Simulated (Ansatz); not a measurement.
**CdPd (P4/mmm): PBEsol against r²SCAN**

```
CELL_PARAMETERS angstrom
3.00041 0.00000 0.00000
0.00000 3.00041 0.00000
0.00000 0.00000 3.65864
ATOMIC_POSITIONS crystal
Cd 0.00000 0.00000 0.00000
Pd 0.50000 0.50000 0.50000
```

This cell (16.47 Å³ an atom) was relaxed by PAW under PBEsol, and each functional gets its own cell relaxed so. Quantity: elastic moduli (Hill averages, relaxed ions; θ_D from sound speeds over directions).

Runs: (1) PBEsol, PAW on Ansatz 0.2.0's default frozen-core files (fitted under PBE), scalar-relativistic; k mesh 14×14×12, strains of ±0.003, Fermi-Dirac smearing of 0.050 eV, cutoff 420 eV. (2) r²SCAN, PAW on Ansatz 0.2.0's default frozen-core files (fitted under PBE), scalar-relativistic; k mesh 16×16×14, strains of ±0.008, Fermi-Dirac smearing of 0.100 eV, cutoff 500 eV.

Under PBEsol: B = 138 GPa, G = 50.4 GPa, C11 = 199 GPa, C33 = 169 GPa, C44 = 78.6 GPa, ν = 0.337, θ_D = 279 K.

Task: Which way does r²SCAN move the volume, and by how much?

Result: a = 3.043, c = 3.653 Å, 16.91 Å³ an atom: 2.7 % larger.

Task: What does r²SCAN give for these quantities?

Result: 

```
quantity    PBEsol    r²SCAN  change
       B   138 GPa   127 GPa    -8 %
       G  50.4 GPa  40.2 GPa   -20 %
     C11   199 GPa   171 GPa   -14 %
     C33   169 GPa   150 GPa   -11 %
     C44  78.6 GPa  68.8 GPa   -12 %
       ν     0.337     0.357    +6 %
     θ_D     279 K     251 K   -10 %
```

Keep in mind: frozen-core PAW files fitted under PBE, their cores solved anew for the functional of the run; responses of metals move with mesh and smearing; the softest shear constant rests on one k mesh, and a soft shear can herald a distortion on cooling; elastic stability says nothing of phonons or of other phases.
